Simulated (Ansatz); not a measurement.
System: Tl₂Ga (fluorite prototype, strained and with displaced atoms), 3 atoms in the cell.

Method: PBE with spin–orbit coupling, all-electron LAPW, point nucleus in Ansatz 0.2.0 development build.

k-mesh 2×2×2 shifted by (0.5, 0.5, 0.5) steps; Fermi–Dirac smearing of 0.15 eV.

```xyz
3
Lattice="-3.2746 -0.1436 3.0212 0.1533 3.1172 3.0309 -3.1313 2.9642 -0.0003" Properties=species:S:1:pos:R:3:forces:R:3 pbc="T T T" pressure_GPa=28.50
Ga   -1.5146    3.2540    4.0742    0.6405    0.1932   -0.1806
Tl   -3.0757    4.7881    5.5797    0.6968   -0.0341    1.1467
Tl   -6.0137    7.7865    8.6168   -1.3373   -0.1591   -0.9661
```

Forces are in eV/Å.

* Largest force: 1.657 eV/Å on Tl3

The k-mesh is coarse, so these values belong to this mesh and can lie far from the converged ones. The elements were drawn onto a prototype; most such cells aren't known phases.
